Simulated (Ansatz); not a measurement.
TiSi2:
```cif
data_Si4Ti2
_chemical_formula_sum 'Si4 Ti2'
_space_group_name_H-M_alt 'P 1'
_space_group_IT_number 1
_cell_length_a 5.92504
_cell_length_b 4.88767
_cell_length_c 4.75561
_cell_angle_alpha 75.806
_cell_angle_beta 53.105
_cell_angle_gamma 51.089
loop_
_space_group_symop_operation_xyz
  'x, y, z'
loop_
_atom_site_label
_atom_site_type_symbol
_atom_site_fract_x
_atom_site_fract_y
_atom_site_fract_z
_atom_site_occupancy
Si1 Si 0.66211 0.33789 0.66211 1
Si2 Si 0.33789 0.66211 0.33789 1
Si3 Si 0.58789 0.91211 0.58789 1
Si4 Si 0.91211 0.58789 0.91211 1
Ti1 Ti 0.00000 0.00000 0.00000 1
Ti2 Ti 0.25000 0.25000 0.25000 1
```

Relaxed with r²SCAN.

Question: Decompose the optical modes at the zone centre into irreducible representations, and say which are infrared and Raman allowed.

Answer: Point group mmm: Γ_opt = Ag + Au + 3B1g + 2B1u + 2B2g + B2u + 3B3g + 2B3u. Infrared: B1u, B2u, B3u. Raman: Ag, B1g, B2g, B3g.

Question: Assign frequencies (DFPT, plane-wave PAW r²SCAN (Ansatz code)).

Answer: B3u 197, B2g 198, B1g 213, B1u 234, Ag 252, B2g 264, B3g 268, B3g 292, B2u 306, Au 313, B1g 342, B3u 380, B3g 390, B1u 410, B1g 438 cm⁻¹.

Subscripts of B labels follow the axes of the standard setting.

Space group Fddd. Symmetry was held in the r²SCAN relaxation; of distortions, only those at the zone centre were tested. The run is not spin-polarised. As this level gives no gap, phonon frequencies hold no LO–TO term and depend on the k-mesh and smearing (Fermi–Dirac, 0.1 eV here).

Potentials: the later of the program's two PAW sets.
